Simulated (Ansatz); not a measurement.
CuI (zinc blende, F-43m), plane-wave PAW LDA (Ansatz code): ε∞ = 6.83, cell volume 50.36 Å³. Infrared-active transverse modes:

| ω_TO (cm⁻¹) | oscillator strength S_xx (e²/amu) |
|---|---|
| 155.6 | 0.02185 |

Task: Compute the static dielectric constant.

Result: Each mode adds (4.921e7/V) S/ω²: 0.88. So ε0 = 7.71.

Task: What LO frequency does the Lyddane–Sachs–Teller relation give?

Result: ω_LO = ω_TO √(ε0/ε∞) = 165 cm⁻¹.

The cell was relaxed with LDA under the symmetry of its start; phonons on a q-mesh show no instability. No spin polarisation was allowed. The volume moved by -17 % from the start of the relaxation. Scalar-relativistic: spin–orbit coupling is off unless named, which matters more the heavier the elements.

Potentials: the later of the program's two PAW sets.
